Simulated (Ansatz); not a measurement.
Relaxed-ion elastic tensor of Cr$_{2}$GeC in space group P6_3/mmc (No. 194; Cr on 4f, Ge on 2d, C on 2a) in GPa (Voigt order), DFT-PBEsol in the program Ansatz with PAW potentials; density 7.24 g/cm³, 10.82 Å³ per atom.

```csv
,1,2,3,4,5,6
1,332,159,155,0.0,0.0,0.0
2,159,332,155,0.0,0.0,0.0
3,155,155,370,0.0,0.0,0.0
4,0.0,0.0,0.0,91.9,0.0,0.0
5,0.0,0.0,0.0,0.0,91.9,0.0
6,0.0,0.0,0.0,0.0,0.0,86.6
```

Is the crystal mechanically stable?

Yes: the smallest eigenvalue of C is 86.6 GPa.

Work out the Voigt, Reuss and Hill averages.

K_V = 219, K_R = 219, K_H = 219; G_V = 91.8, G_R = 91.5, G_H = 91.7 GPa.

Give Young's modulus, Poisson's ratio, Pugh's ratio and the universal anisotropy index.

E = 9KG/(3K + G) = 241 GPa; ν = 0.32; K/G = 2.39 (ductile by the Pugh limit of 1.75); A_U = 5G_V/G_R + K_V/K_R − 6 = 0.02.

Estimate the sound speeds and the Debye temperature.

v_l = √((K + 4G/3)/ρ) = 6860 m/s, v_t = √(G/ρ) = 3560 m/s, mean 3980 m/s; Θ = (h/k)(3n/4πV)^(1/3) v_m = 536 K.

Solve the Christoffel equation for the three sound speeds along x, y, z.

Eigenvalues of C_ijkl n_j n_l equal ρv². In km/s, slowest first: x 3.46, 3.56, 6.77; y 3.46, 3.56, 6.77; z 3.56, 3.56, 7.15.

How much does each axis shrink under pressure?

Linear compressibilities β_i = Σ_j S_ij (j = 1 to 3): x 1.6, y 1.6, z 1.4 per TPa.

The first step of the workflow began from a Materials Project structure, measured or hypothetical; the Crystallography Open Database copy checked does not list it. Its standing as an ambient phase is unchecked. The PBEsol relaxation kept the symmetry of its start; its stability against distortions is not shown here. The workflow began spin-polarised and lost its moments. As this level gives no gap, shear constants depend on the k-mesh and smearing (Fermi–Dirac, 0.1 eV here).

Potentials: the later of the program's two PAW sets.
